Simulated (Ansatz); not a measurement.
GaSb:
```cif
data_GaSb
_chemical_formula_sum 'Ga1 Sb1'
_space_group_name_H-M_alt 'Pm-3m'
_space_group_IT_number 221
_space_group_name_Hall '-P 4 2 3'
_cell_length_a 3.61466
_cell_length_b 3.61466
_cell_length_c 3.61466
_cell_angle_alpha 90.000
_cell_angle_beta 90.000
_cell_angle_gamma 90.000
loop_
_atom_site_label
_atom_site_type_symbol
_atom_site_symmetry_multiplicity
_atom_site_Wyckoff_symbol
_atom_site_fract_x
_atom_site_fract_y
_atom_site_fract_z
_atom_site_occupancy
Ga1 Ga 1 a 0.00000 0.00000 0.00000 1
Sb1 Sb 1 b 0.50000 0.50000 0.50000 1
```

This is the PBE-relaxed structure.

### Question
All from PBE in the plane-wave PAW code Ansatz, unless another level is named. Predict the electronic character.

### Answer
metallic (no gap).

### Question
Predict the density of states at the Fermi level.

### Answer
0.55 states/eV per atom (mean over ±0.08 eV).

### Question
What about the formation energy from the elements (no fitted shifts)?

### Answer
0.14 eV/atom.

The cell is a constructed one: a structure type filled with these elements; neither database checked (COD, Materials Project) lists it. It is not the phase usual at ambient conditions (space group No. 216). The cell was relaxed with PBE under the symmetry of its start; its stability against distortions is not shown here. The references are the lowest solids computed at this level, not always the standard phases. Scalar-relativistic: spin–orbit coupling is off unless named, which matters more the heavier the elements.

Potentials: the later of the program's two PAW sets.
